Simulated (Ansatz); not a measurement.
This InBS2 structure is the end of a relaxation. The cell was found from a structure generator's guess, not taken from experiment.

Computed with DFT PBE, scalar-relativistic, plane waves, PAW in Ansatz 0.2.0. Cutoff 420 eV, Γ-centred mesh, Gaussian smearing, no spin polarisation.

```
In B S
1.0
     3.09951    0.00000    0.00000
    -1.54976    2.68426    0.00000
     0.00000    0.00000    8.15259
In B S
1 1 2
Direct
  0.00000 0.00000 0.50000
  0.00000 0.00000 0.00000
  0.33333 0.66667 0.14764
  0.66667 0.33333 0.85236
```

The zero of energy is the elements' standard structures at the same level; no fitted shifts are applied.

Q: Find its symmetry and describe it.

A: P-3m1 (No. 164). Conventional cell: a = 3.100 Å, c = 8.153 Å. In is surrounded by 6 In at 3.10 Å and 6 S at 3.38 Å; B is surrounded by 6 S at 2.16 Å; S is surrounded by 3 B at 2.16 Å, 9 S at 3.00–3.10 Å and 3 In at 3.38 Å.

Q: How far does it lie from the elements in energy?

A: +0.25 eV/atom. A positive value: parting into the elements would lower its energy.

Q: Is it a metal?

A: Yes, bands cross the Fermi level on the 18×18×6 mesh.

Q: From what recipe could a structure generator have reached it?

A: One such recipe: ordered mixture on the cation sites of nickel arsenide (P-3m1, No. 164). Other recipes can lead to the same cell.

The last run used an 18×18×6 mesh (in the run's order of axes) for its 4-atom cell and Gaussian smearing of 0.10 eV. The reference form of S is held partly by dispersion forces, which this level lacks. Symmetry constrained the relaxation, so the result can be a saddle point.
